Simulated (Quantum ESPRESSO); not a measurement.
## Band energies of RbCdF3

```xyz
5
Lattice="4.4250 0.0000 0.0000 0.0000 4.4250 0.0000 0.0000 0.0000 4.4250" Properties=species:S:1:pos:R:3 pbc="T T T"
F      0.0000     2.2125     2.2125
F      2.2125     0.0000     2.2125
F      2.2125     2.2125     0.0000
Rb     0.0000     0.0000     0.0000
Cd     2.2125     2.2125     2.2125
```

LDA (Quantum ESPRESSO, PseudoDojo norm-conserving, 102 Ry, scalar-relativistic); path ΓXMΓRX,MR; energies in eV from the valence-band maximum.

```csv
k (1/Å),point,band 21,band 22,band 23,band 24,band 25,band 26,band 27,band 28
0.00,Γ,-1.67,-1.67,-1.54,-1.54,-1.54,2.92,7.97,7.97
0.24,,-1.66,-1.66,-1.65,-1.53,-1.53,3.40,8.08,8.16
0.47,,-1.75,-1.67,-1.67,-1.47,-1.47,4.56,7.61,8.57
0.71,X,-1.70,-1.69,-1.69,-1.44,-1.44,5.48,6.95,8.80
0.95,,-1.78,-1.66,-1.46,-1.42,-1.07,5.68,7.23,9.03
1.42,M,-1.79,-1.55,-1.55,-1.26,0.00,6.60,8.89,8.89
1.59,,-1.78,-1.55,-1.54,-1.30,-0.15,6.34,8.37,8.95
1.75,,-1.77,-1.57,-1.54,-1.41,-0.55,5.60,8.21,9.00
1.92,,-1.75,-1.60,-1.54,-1.54,-1.03,4.68,8.25,8.78
2.26,,-1.66,-1.66,-1.63,-1.54,-1.50,3.16,8.07,8.08
2.42,Γ,-1.67,-1.67,-1.54,-1.54,-1.54,2.92,7.97,7.97
2.60,,-1.68,-1.66,-1.65,-1.51,-1.51,3.19,8.09,8.09
2.78,,-1.69,-1.69,-1.59,-1.42,-1.42,3.87,8.41,8.41
3.13,,-1.62,-1.62,-1.42,-0.87,-0.87,5.69,8.60,8.60
3.30,,-1.43,-1.43,-1.33,-0.45,-0.45,6.51,8.06,8.06
3.48,,-1.30,-1.30,-1.27,-0.12,-0.12,7.12,7.59,7.59
3.65,R,-1.25,-1.25,-1.25,0.00,0.00,7.41,7.41,7.41
3.94,,-1.40,-1.35,-1.29,-0.46,-0.17,6.85,7.74,7.89
4.08,,-1.60,-1.42,-1.33,-0.91,-0.38,6.45,7.85,8.39
4.23,,-1.71,-1.47,-1.38,-1.30,-0.67,6.08,7.66,8.94
4.37,,-1.76,-1.53,-1.47,-1.41,-1.03,5.76,7.32,9.15
4.66,X,-1.70,-1.69,-1.69,-1.44,-1.44,5.48,6.95,8.80
4.66,M,-1.79,-1.55,-1.55,-1.26,0.00,6.60,8.89,8.89
4.84,,-1.75,-1.52,-1.52,-1.26,0.00,6.66,8.58,8.58
5.01,,-1.43,-1.43,-1.26,-0.95,0.00,6.86,8.02,8.02
5.37,R,-1.25,-1.25,-1.25,0.00,0.00,7.41,7.41,7.41
```

The LDA gap is indirect, 2.92 eV, from R to Γ; the smallest direct gap is 4.46 eV.

Spin-orbit splittings are left out. The cell is held in this high symmetry; tilts and polar distortions were not searched.

Geometry of the Materials Project entry, not relaxed at this level.

The structure is a Materials Project entry; no match was found in the copy of COD used, and its stability was not checked.
